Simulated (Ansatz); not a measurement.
Task: Name crystals whose computed values (PBEsol in the plane-wave PAW code Ansatz) fall in these windows: Θ_D (K) 140 to 180; G_Hill (GPa) 2.5 to 3.3.

Result: 

| crystal | Θ_D (K) | G_Hill (GPa) |
|---|---|---|
| Na, bcc (W type) | 165 | 2.8 |
Others may fit too.

The cell was relaxed under the symmetry of its start.

Potentials: the later of the program's two PAW sets.
